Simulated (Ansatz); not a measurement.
Computed frozen-phonon scan: BP (zinc blende)

Relaxed BP (zinc blende):

```
BP
1.0
    0.00000     4.54847     4.54847
    2.27424     0.00000     2.27424
    2.27424     2.27424     0.00000
P B
2 2
Direct
  0.37500   0.75000   0.75000
  0.87500   0.75000   0.75000
  0.00000   0.00000   0.00000
  0.50000   0.00000   0.00000
```

The atoms are displaced by Q × the pattern below (from a DFPT mode at L = (0.5, 0.0, 0.0), largest move 1; Q in Å), at fixed cell. It is one choice among 2 degenerate patterns. (q is in reciprocal vectors of the primitive cell; the cell shown is doubled to hold the pattern.)

```csv
atom,x,y,z
P1,0.285,-0.520,0.805
P2,-0.285,0.520,-0.805
B3,-0.263,0.479,-0.742
B4,0.263,-0.479,0.742
```

The numbers are results of PBE (plane waves to 420 eV, PAW, scalar-relativistic; Ansatz, an electronic-structure program), not measurements. k mesh 6×12×12 (Γ-centred), Fermi-Dirac smearing 0.05 eV. E stands for the smeared free energy. Stress and pressure are positive under compression. BP was relaxed with its symmetry unable to fall. ΔE is measured from the undisplaced structure.

```
Q (Å)   ΔE (meV/cell)  P (GPa)  −dE/dQ from forces (eV/Å)
------  -------------  -------  -------------------------
-0.180          244.7    -0.77                      2.749
-0.150          169.3    -0.56                      2.278
-0.120          108.0    -0.37                      1.811
-0.090           60.6    -0.22                      1.351
-0.060           26.9    -0.10                      0.897
-0.030            6.7    -0.03                      0.447
0.000             0.0    -0.01                      0.000
0.030             6.7    -0.03                     -0.447
0.060            26.9    -0.10                     -0.897
0.090            60.6    -0.22                     -1.351
0.120           108.0    -0.37                     -1.811
0.150           169.3    -0.56                     -2.278
0.180           244.7    -0.77                     -2.749
```

Key numbers:

The energy at Q = 0.180 Å is 244.7 meV/cell. Space group of the distorted cell: P1 (No. 1), lowered from F-43m. Symmetry of the curve: even: the same for both signs. Shape of the curve: a single well with its minimum at or next to zero displacement. Harmonic wavenumber from the curvature (finite differences): 225 cm⁻¹. Wavenumber by perturbation theory (DFPT, on another k mesh): 225 cm⁻¹.

The 13 points together took around 6 core-minutes (rough).

(For displaced atoms, the force is minus the slope of the energy, and its curvature is a force constant, which sets phonon frequencies.)
